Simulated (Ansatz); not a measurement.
Ga$_{3}$Ni$_{2}$:
```xyz
5
Lattice="4.0218 0.0000 0.0000 -2.0109 3.4830 0.0000 0.0000 0.0000 4.8483" Properties=species:S:1:pos:R:3 pbc="T T T"
Ni     0.0000     2.3220     0.6884
Ni     2.0109     1.1610     4.1599
Ga     0.0000     0.0000     0.0000
Ga     0.0000     2.3220     3.1059
Ga     2.0109     1.1610     1.7424
```

Relaxed with r²SCAN.

Map the electron localisation function on the plane through (0.333, 0.667, 0.142) spanned by u = [0, 0, 1] and v = [1, -1, 0] in lattice vectors, from r²SCAN (plane waves, PAW; program Ansatz).

x is the fraction of u, y of v (the angle between them is 90°; rows are the nearest grid lines); atoms in the plane: Ni at (0.00, 0.00), Ni at (0.72, 0.33), Ga at (0.86, 0.67), Ga at (0.50, 0.00), Ga at (0.22, 0.33).
```
y \ x   0.000  0.0833  0.167  0.292  0.375   0.458   0.542  0.625  0.708  0.833  0.917   1.00
------  -----  ------  -----  -----  -----  ------  ------  -----  -----  -----  -----  -----
1.00    0.724   0.441  0.203  0.361  0.150  -0.060  -0.032  0.152  0.302  0.206  0.443  0.724
0.914   0.306   0.244  0.187  0.404  0.262   0.160   0.158  0.246  0.355  0.167  0.234  0.306
0.857   0.223   0.217  0.269  0.371  0.269   0.222   0.225  0.305  0.419  0.331  0.240  0.223
0.771   0.272   0.320  0.215  0.105  0.097   0.121   0.192  0.293  0.251  0.235  0.258  0.272
0.686   0.191   0.184  0.122  0.025  0.018   0.036   0.110  0.183  0.205  0.086  0.030  0.191
0.629   0.208   0.192  0.129  0.030  0.023   0.042   0.118  0.194  0.218  0.023  0.037  0.208
0.543   0.292   0.330  0.235  0.154  0.146   0.168   0.238  0.340  0.330  0.282  0.271  0.292
0.457   0.410   0.275  0.234  0.239  0.316   0.399   0.249  0.193  0.214  0.195  0.321  0.410
0.371   0.320   0.208  0.028  0.053  0.279   0.408   0.190  0.352  0.568  0.281  0.192  0.320
0.314   0.313   0.186  0.017  0.038  0.269   0.398   0.194  0.392  0.678  0.309  0.193  0.313
0.229   0.389   0.271  0.228  0.250  0.344   0.490   0.262  0.199  0.225  0.163  0.254  0.389
0.143   0.163   0.227  0.385  0.503  0.399   0.288   0.286  0.351  0.337  0.266  0.170  0.163
0.0857  0.298   0.239  0.203  0.438  0.271   0.158   0.156  0.252  0.361  0.167  0.232  0.298
0.000   0.724   0.441  0.203  0.361  0.150  -0.060  -0.032  0.152  0.302  0.206  0.443  0.724
```

The density is the valence pseudo-density with augmentation charge, so density and ELF within about 1 Å of a nucleus are not all-electron values.

Space group P-3m1 (La2O3 or Ni2Al3 type). The workflow started from an entry of the Crystallography Open Database (COD). Its standing as an ambient phase is unchecked. Symmetry was held in the r²SCAN relaxation; its stability against distortions is not shown here. The workflow began spin-polarised and lost its moments.

Potentials: the later of the program's two PAW sets.
